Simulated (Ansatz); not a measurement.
Relaxed AlNi (CsCl type):

```xyz
2
Lattice="2.8631 0.0000 0.0000 0.0000 2.8631 0.0000 0.0000 0.0000 2.8631" Properties=species:S:1:pos:R:3 pbc="T T T"
Al     0.0000     0.0000     0.0000
Ni     1.4316     1.4316     1.4316
```

In each cell atom 2 (Ni, nearest neighbour Al at 2.480 Å; its periodic images, 2.9 Å or more away, move with it) moves by s·(0.707, 0.707, 0.000) (along Cartesian [110]), the rest being held.

Level of theory: r2SCAN (plane waves to 500 eV, PAW, scalar-relativistic; Ansatz, an electronic-structure program). k mesh 13×13×13 (Γ-centred), Fermi-Dirac smearing 0.05 eV. Stress and pressure are positive under compression. With partly filled bands, energies and forces of such displacements shift with the k mesh and the smearing. F∥ is the force on the atom along that direction. AlNi is run without spin polarisation. AlNi was relaxed with its symmetry unable to fall. 

```tsv
s (Å)	F∥ (eV/Å)	P (GPa)
-0.740	8.262	…
-0.592	5.733	26.3
-0.444	…	14.4
-0.296	2.173	…
-0.148	0.990	1.5
0.000	0.000	-0.1
0.148	-0.990	1.5
0.296	-2.173	…
0.444	…	14.4
0.592	-5.733	26.3
0.740	-8.262	…
```

Q: Fill in the missing entries.

A: 
- -0.740, P (GPa): 42.2
- -0.444, F∥ (eV/Å): 3.716
- -0.296, P (GPa): 6.2
- 0.296, P (GPa): 6.2
- 0.444, F∥ (eV/Å): -3.716
- 0.740, P (GPa): 42.2

(For displaced atoms, the force is minus the slope of the energy, and its curvature is a force constant, which sets phonon frequencies.)
